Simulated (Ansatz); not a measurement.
# As₂O₃: O-17 NMR of the central transition

Cell: a computed structure from the Materials Project (it need not be an observed phase), taken as it stands.

```cif
data_As2O3
_symmetry_space_group_name_H-M 'Fd-3m:1'
_symmetry_Int_Tables_number 227
_cell_length_a 11.1472
_cell_length_b 11.1472
_cell_length_c 11.1472
_cell_angle_alpha 90.000
_cell_angle_beta 90.000
_cell_angle_gamma 90.000
loop_
_atom_site_label
_atom_site_type_symbol
_atom_site_symmetry_multiplicity
_atom_site_Wyckoff_symbol
_atom_site_fract_x
_atom_site_fract_y
_atom_site_fract_z
As As 32 e 0.3529 0.3529 0.8529
O O 48 f 0.2500 0.4237 0.7500
```

One atom of each set is listed; the run and its k-mesh use a cell of 20 atoms with edges of 7.88, 7.88, 7.88 Å.

All values are calculated (Ansatz; DFT, PBE, plane waves and PAW, scalar-relativistic, 420 eV cutoff, Γ-centred 4×4×4 k-points, Fermi–Dirac smearing 0.02 eV), not measured.

O-17 has I = 5/2 and Q = -25.58 mb (Pyykkö 2018); at 23.5 T its Larmor frequency is ν₀ = 135.7 MHz. Only the quadrupole interaction is simulated: positions count from each site's isotropic chemical shift, and J coupling is left out, as are shift anisotropy and dipolar coupling, which fast spinning averages.

Simulated pattern of one O site (fast magic-angle spinning, Gaussian broadening 0.2 kHz):

```csv
offset (kHz),height
-6.750,0
-6.445,4
-6.139,8
-5.833,9
-5.527,19
-5.222,23
-4.916,24
-4.610,27
-4.304,29
-3.999,33
-3.693,46
-3.387,100
-3.081,80
-2.776,78
-2.470,89
-2.164,66
-1.858,53
-1.553,46
-1.247,42
-0.941,38
-0.635,35
-0.330,32
-0.024,11
0.282,0
```

(1) Which |C_Q| and η does the pattern imply?

Answers

(1) The pattern spans 6.38 kHz before broadening and its centre of gravity is at -2.78 kHz, which fixes P_Q; the places of the horns and steps fix η. That gives P_Q = 7.93 MHz, |C_Q| = 7.33 MHz and η = 0.71. The sign of C_Q can't be read from the pattern.

At O V_zz runs parallel to the line that joins its two neighbours (within 1°).

The largest force is 0.5 eV/Å, so the atoms aren't at the calculated equilibrium and relaxing them would move these values. A computed database structure should lie near equilibrium, so this entry is doubtful.
